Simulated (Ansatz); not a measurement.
Values for one crystal, relaxed and computed with DFT-r²SCAN in the program Ansatz with PAW potentials; other levels are named.

| Property | Value |
|---|---|
| Volume per atom | 17.69 Å³ |
| Electronic character | metallic (no gap) |
| Formation energy from the elements (no fitted shifts) | 135 kJ/mol of atoms |
| Pressure derivative B′ | 4.2 |
| Mechanical stability | unstable (C has a negative eigenvalue) |
| Gap with spin–orbit coupling | none (metallic) |
| Density of states at the Fermi level | 1.1 states/eV per atom (mean over ±0.08 eV) |

Which of these materials gives this?
(A) MoPd, CsCl type
(B) MoPt, L1₀ or tetragonal B2
(C) MoRu, P-6m2 (Mo on 1e, Ru on 1d)
(D) MoW, rock salt

D, MoW, rock salt

Space group Fm-3m (rock salt). The start of the workflow was typed in or built on a structure type; neither database checked (COD, Materials Project) lists it. Its standing as an ambient phase is unchecked. The r²SCAN relaxation kept the symmetry of its start. No spin polarisation was allowed. Its formation energy is positive at this level, so the cell may be metastable or incomplete. The references are the lowest solids computed at this level, not always the standard phases. Scalar-relativistic: spin–orbit coupling is off unless named, which matters more the heavier the elements.

Potentials: the later of the program's two PAW sets.
